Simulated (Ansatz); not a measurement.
SrO:
```xyz
2
Lattice="0.0000 2.5613 2.5613 2.5613 0.0000 2.5613 2.5613 2.5613 0.0000" Properties=species:S:1:pos:R:3 pbc="T T T"
Sr     2.5613     2.5613     2.5613
O      0.0000     0.0000     0.0000
```

Plane-wave PAW PBEsol (Ansatz code) gives a gap of 3.20 eV without spin–orbit coupling, maximum at Γ, minimum at X.

Task: What happens when spin–orbit coupling is switched on?

Result: The gap decreases by 0.02 eV, to 3.18 eV; maximum at Γ, minimum at X.

Task: How large is the spin–orbit splitting of the valence top at Γ?

Result: The fourfold level lies 0.06 eV above the split-off pair.

Task: Give the electron effective mass with spin–orbit coupling.

Result: 0.39, 0.39, 1.2 mₑ (principal values).

Task: Give the hole effective mass with spin–orbit coupling, band 1 of 2 at the edge.

Result: 4.3 along [100], 1.6 along [110], 1.2 along [111] (mₑ).

Task: Give the hole effective mass with spin–orbit coupling, band 2 of 2 at the edge.

Result: 0.45 along [100], 0.53 along [110], 0.60 along [111] (mₑ).

Space group Fm-3m (rock salt). The PBEsol relaxation kept the symmetry of its start.

Potentials: the earlier of the program's two PAW sets. The files were generated under PBE; for other functionals the program regenerates the frozen cores, and for LDA and PBEsol the local potential too.
